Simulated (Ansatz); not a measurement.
**From the elastic tensor of SnSe at 3 GPa (stress–strain coefficients) to moduli and sound speeds**

Theory: DFT LDA, scalar-relativistic, plane waves, PAW (Ansatz). Plane waves to 420 eV; Γ-centred k mesh 8×8×8; fixed occupations. No spin polarisation.

It takes space group Fm-3m (No. 225, cubic). The conventional cell has a = 5.805 Å, b = 5.805 Å, c = 5.805 Å, α = 90.00°, β = 90.00°, γ = 90.00°. Sn (site symmetry m-3m) has 6 Se at 2.90 Å as nearest neighbours. Se (site symmetry m-3m) is surrounded by 6 Sn at 2.90 Å.

Relaxed-ion constants (GPa, on the Cartesian axes of the calculation):
C11 = 189.6, C12 = 14.8, C13 = 14.8, C22 = 189.6, C23 = 14.8, C33 = 189.6, C44 = 18.6, C55 = 18.6, C66 = 18.6 GPa; the others vanish.

Density 6.712 g/cm³; 2 atoms in 48.91 Å³.

The values that follow are for a polycrystal of randomly turned grains, by Hill's mean where one number stands. In a crystal this anisotropic the Voigt and Reuss bounds lie far apart, so Hill's mean and the sound speeds and Debye temperature from it are rough.

With S = C⁻¹: B_V = (C11+C22+C33+2(C12+C13+C23))/9, G_V = (C11+C22+C33−C12−C13−C23+3(C44+C55+C66))/15, 1/B_R = S11+S22+S33+2(S12+S13+S23), 15/G_R = 4(S11+S22+S33−S12−S13−S23)+3(S44+S55+S66); Hill is their mean. Then v_l = √((B+4G/3)/ρ), v_t = √(G/ρ), v_m = [(2/v_t³+1/v_l³)/3]^(−1/3) and Θ = (ħ/k_B)·v_m·(6π²n/V)^(1/3) for n atoms in the volume V; E = 9BG/(3B+G), ν = (3B−2G)/(2(3B+G)) and A^U = 5G_V/G_R + B_V/B_R − 6.

| Item | Value |
| --- | --- |
| Bulk modulus, Voigt / Reuss / Hill | 73.1 / 73.1 / 73.1 GPa |
| Shear modulus, Voigt / Reuss / Hill | 46.1 / 27.1 / 36.6 GPa |
| Young's modulus | 94 GPa |
| Poisson ratio | 0.285 |
| Pugh ratio B/G | 2.00 |
| Universal anisotropy index | 3.50 |
| Longitudinal and transverse sound speeds | 4262 and 2336 m/s |
| Debye temperature from the mean sound speed | 267 K |

This rock-salt form isn't the usual stable structure of the compound at low pressure.

Cost: 1 run of about 0.13 core-minutes, on Intel Xeon 6975P-C (Granite Rapids) (shared hosts).